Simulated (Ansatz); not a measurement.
Generalised stacking fault of SrTe (rock salt) on the {100} plane. The cell below holds the perfect crystal with the plane normal along z; tilting its third vector by the shift puts one fault into each cell, between planes 3.36 Å apart, at fixed cell height.

```yaml
crystal:
  lattice:
    - [4.75105, 0.00000, 0.00000]
    - [0.00000, 4.75105, 0.00000]
    - [2.37553, 2.37553, 10.07850]
  atoms:
    - { symbol: Sr, position: [0.00000, 0.00000, 0.83333] }
    - { symbol: Sr, position: [0.33333, 0.33333, 0.16667] }
    - { symbol: Sr, position: [0.66667, 0.66667, 0.50000] }
    - { symbol: Te, position: [0.83333, 0.83333, 0.16667] }
    - { symbol: Te, position: [0.16667, 0.16667, 0.50000] }
    - { symbol: Te, position: [0.50000, 0.50000, 0.83333] }
```

In-plane vectors a = (4.751, 0.000) Å, b = (0.000, 4.751) Å, area 22.57 Å². The shift is s times the vector a (length 4.751 Å), so s = 1 restores the start. The shift is rigid: no atom relaxes. γ = [E(shift) − E(0)] / area.

Method: PBE (plane waves to 420 eV, PAW, scalar-relativistic; Ansatz, a program for electronic structure). k mesh 6×6×6 (Γ-centred), Fermi-Dirac smearing 0.05 eV. E is the zero-smearing estimate. Faults lie only 10.1 Å apart, and holding the cell height and the atoms raises γ above its relaxed value. Spin-orbit coupling is left out, though Te is heavy. SrTe was relaxed with its symmetry unable to fall. The zero of γ is zero shift.

```csv
s,γ (mJ/m²)
0.000,0
0.083,29
0.167,113
0.250,withheld
0.333,375
0.417,482
0.500,523
0.583,482
0.667,375
0.750,withheld
0.833,113
0.917,29
```

Question: Fit a Fourier form (three harmonics of 1 − cos and sin) to the given rows and predict γ at s = 0.250.

Answer: Least squares on the 10 given rows: γ = (261.6)·[1 − cos(2πs)] + (-11.6)·[1 − cos(4πs)], in mJ/m²; root-mean-square residual 0.3 mJ/m². At 0.250 the fit gives 238 mJ/m²; the calculation gives 238 mJ/m², the same to the digits shown. 

(The slope of γ gives the shear force per area between the displaced halves; near zero shift its curvature is an elastic stiffness.)
